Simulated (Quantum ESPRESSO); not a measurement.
# Al3SiN3C: input and log of a self-consistent run

Simulated, not a measurement. The program is pw.x of Quantum ESPRESSO 7.5 (plane-wave density functional theory). The cell is made up: 8 atoms on a zincblende/diamond lattice, with randomly drawn elements, strain and displacements, not relaxed. PseudoDojo standard norm-conserving files (v0.5 for PBE, v0.4.1 for LDA and PBEsol) set the functional; there is no spin polarisation, spin-orbit coupling or dispersion term, and the masses in the input are unused placeholders.

Input:

```
&control calculation='scf', pseudo_dir='./dojo.nc.sr.pbe.v0_5.standard.upf', outdir='./o', disk_io='medium', tprnfor=.true., tstress=.true. /
&system ibrav=0, nat=8, ntyp=4, nbnd=22, ecutwfc=105.61755193, nosym=.true., tot_charge=0,
 occupations='smearing', smearing='fd', degauss=0.0018374661
/
&electrons conv_thr=7.350e-09, electron_maxstep=60, /
ATOMIC_SPECIES
Al 1.0 Al.upf
C 1.0 C.upf
N 1.0 N.upf
Si 1.0 Si.upf
CELL_PARAMETERS angstrom
4.4799 -0.0162 0.0241
-0.0162 4.5857 -0.0423
0.0241 -0.0423 4.4458
ATOMIC_POSITIONS angstrom
Al 0.0539 -0.1135 -0.0137
Si -0.1064 2.3167 2.1965
Al 2.3503 0.0632 2.0597
Al 2.111 2.1916 -0.0339
N 1.0909 1.2182 1.1532
C 1.0526 3.4868 3.4009
N 3.3074 1.1068 3.2816
N 3.3469 3.4614 1.1395
K_POINTS automatic
6 6 6 1 1 1
```

The log is shortened where brackets say so; the opening notice, blank lines, dates and the lines on written files are dropped, and the path of the files is cut. It prints rydbergs, bohrs and kilobars, and counts compression as positive stress. With no partly filled state, the Fermi energy that it prints is only some level between the filled and the empty states on the mesh, and need not lie in the true gap.

```
     Program PWSCF v.7.5
     Parallel version (MPI & OpenMP), running on       1 processor cores
     Number of MPI processes:                 1
     Threads/MPI process:                     1
     [start-up lines left out]
     bravais-lattice index     =            0
     lattice parameter (alat)  =       8.4660  a.u.
     unit-cell volume          =     616.2605 (a.u.)^3
     number of atoms/cell      =            8
     number of atomic types    =            4
     number of electrons       =        32.00
     number of Kohn-Sham states=           22
     kinetic-energy cutoff     =     105.6176  Ry
     charge density cutoff     =     422.4702  Ry
     scf convergence threshold =      7.3E-09
     mixing beta               =       0.7000
     number of iterations used =            8  plain     mixing
     Exchange-correlation= PBE
                           (   1   4   3   4   0   0   0)
     [axes and pseudopotential details left out]
   Cartesian axes
     site n.     atom                  positions (alat units)
         1        Al     tau(   1) = (   0.0120313  -0.0253349  -0.0030580  )
         2        Si     tau(   2) = (  -0.0237500   0.5171212   0.4902908  )
         3        Al     tau(   3) = (   0.5246212   0.0141072   0.4597551  )
         4        Al     tau(   4) = (   0.4712060   0.4891971  -0.0075670  )
         5        N      tau(   5) = (   0.2435048   0.2719200   0.2574111  )
         6        C      tau(   6) = (   0.2349557   0.7783046   0.7591305  )
         7        N      tau(   7) = (   0.7382599   0.2470539   0.7325010  )
         8        N      tau(   8) = (   0.7470769   0.7726349   0.2543530  )
     number of k points=   108  Fermi-Dirac smearing, width (Ry)=  0.0018
     Number of k-points >= 100: set verbosity='high' to print them.
     Dense  grid:    90379 G-vectors     FFT dimensions: (  60,  60,  60)
     Estimated max dynamical RAM per process >     104.29 MB
     Initial potential from superposition of free atoms
     starting charge      31.9920, renormalised to      32.0000
     Starting wfcs are   32 randomized atomic wfcs
     total cpu time spent up to now is       20.5 secs
     per-process dynamical memory:    83.9 Mb
     Self-consistent Calculation
     iteration #  1     ecut=   105.62 Ry     beta= 0.70
     Davidson diagonalization with overlap
     ethr =  1.00E-02,  avg # of iterations =  3.1
     total cpu time spent up to now is       58.4 secs
     total energy              =     -96.04461734 Ry
     estimated scf accuracy    <       2.39231176 Ry
     iteration #  2     ecut=   105.62 Ry     beta= 0.70
     Davidson diagonalization with overlap
     ethr =  7.48E-03,  avg # of iterations =  2.0
     total cpu time spent up to now is       92.0 secs
     total energy              =     -96.75823534 Ry
     estimated scf accuracy    <       1.78643093 Ry
     iteration #  3     ecut=   105.62 Ry     beta= 0.70
     Davidson diagonalization with overlap
     ethr =  5.58E-03,  avg # of iterations =  2.0
     total cpu time spent up to now is      122.1 secs
     total energy              =     -97.03381130 Ry
     estimated scf accuracy    <       0.03879591 Ry
     iteration #  4     ecut=   105.62 Ry     beta= 0.70
     Davidson diagonalization with overlap
     ethr =  1.21E-04,  avg # of iterations =  5.8
     total cpu time spent up to now is      168.9 secs
     total energy              =     -97.06216966 Ry
     estimated scf accuracy    <       0.00754150 Ry
     iteration #  5     ecut=   105.62 Ry     beta= 0.70
     Davidson diagonalization with overlap
     ethr =  2.36E-05,  avg # of iterations =  7.2
     total cpu time spent up to now is      210.7 secs
     total energy              =     -97.06249226 Ry
     estimated scf accuracy    <       0.00602575 Ry
     [iterations 6 to 8 left out]
     iteration #  9     ecut=   105.62 Ry     beta= 0.70
     Davidson diagonalization with overlap
     ethr =  3.53E-08,  avg # of iterations =  3.2
     total cpu time spent up to now is      343.9 secs
     total energy              =     -97.06251585 Ry
     estimated scf accuracy    <       0.00000857 Ry
     iteration # 10     ecut=   105.62 Ry     beta= 0.70
     Davidson diagonalization with overlap
     ethr =  2.68E-08,  avg # of iterations =  2.0
     total cpu time spent up to now is      374.5 secs
     total energy              =     -97.06251662 Ry
     estimated scf accuracy    <       0.00000049 Ry
     iteration # 11     ecut=   105.62 Ry     beta= 0.70
     Davidson diagonalization with overlap
     ethr =  1.52E-09,  avg # of iterations =  3.6
     total cpu time spent up to now is      422.9 secs
     total energy              =     -97.06251686 Ry
     estimated scf accuracy    <       0.00000002 Ry
     iteration # 12     ecut=   105.62 Ry     beta= 0.70
     Davidson diagonalization with overlap
     ethr =  5.96E-11,  avg # of iterations =  3.7
     total cpu time spent up to now is      479.6 secs
     total energy              =     -97.06251686 Ry
     estimated scf accuracy    <       0.00000002 Ry
     iteration # 13     ecut=   105.62 Ry     beta= 0.70
     Davidson diagonalization with overlap
     ethr =  5.20E-11,  avg # of iterations =  1.9
     total cpu time spent up to now is      509.7 secs
     End of self-consistent calculation
     Number of k-points >= 100: set verbosity='high' to print the bands.
     the Fermi energy is     8.0064 ev
!    total energy              =     -97.06251686 Ry
     estimated scf accuracy    <          2.2E-09 Ry
     smearing contrib. (-TS)   =      -0.00000000 Ry
     internal energy E=F+TS    =     -97.06251686 Ry
     The total energy is F=E-TS. E is the sum of the following terms:
     one-electron contribution =      -1.83444119 Ry
     hartree contribution      =      20.24841801 Ry
     xc contribution           =     -32.58267879 Ry
     ewald contribution        =     -82.89381489 Ry
     convergence has been achieved in  13 iterations
     Forces acting on atoms (cartesian axes, Ry/au):
     atom    1 type  1   force =    -0.13158920    0.15230801    0.10436519
     atom    2 type  4   force =     0.06655655    0.03677028    0.06288303
     atom    3 type  1   force =    -0.11320817   -0.02465982    0.11563845
     atom    4 type  1   force =     0.02047559    0.08284960   -0.03737687
     atom    5 type  3   force =    -0.06469627   -0.01650980    0.01088515
     atom    6 type  2   force =     0.11665858   -0.17522351   -0.21529427
     atom    7 type  3   force =     0.05980327    0.04665910   -0.01094419
     atom    8 type  3   force =     0.04599964   -0.10219387   -0.03015650
     Total force =     0.459567     Total SCF correction =     0.000012
     Computing stress (Cartesian axis) and pressure
          total   stress  (Ry/bohr**3)                   (kbar)     P=      -58.03
  -0.00030828  -0.00040648  -0.00059227          -45.35      -59.80      -87.13
  -0.00040648  -0.00058744   0.00054034          -59.80      -86.42       79.49
  -0.00059227   0.00054034  -0.00028776          -87.13       79.49      -42.33
     init_run     :     18.28s CPU     20.42s WALL (       1 calls)
     electrons    :    460.47s CPU    489.16s WALL (       1 calls)
     forces       :      6.21s CPU      6.29s WALL (       1 calls)
     stress       :     24.95s CPU     25.06s WALL (       1 calls)
     [timing details left out]
     PWSCF        :   8m30.14s CPU   9m 1.47s WALL
     JOB DONE.
```

In other units: free energy -1320.603 eV for the cell, pressure -5.80 GPa, largest force component 5.535 eV/Å. This run is the check on a run of the same cell at 1143 eV and a 4 x 4 x 4 mesh: rerunning at 1437 eV and a 6 x 6 x 6 mesh moved values by no more than 0.003 eV in energy, 0.02 GPa in stress and 0.002 eV/Å in force.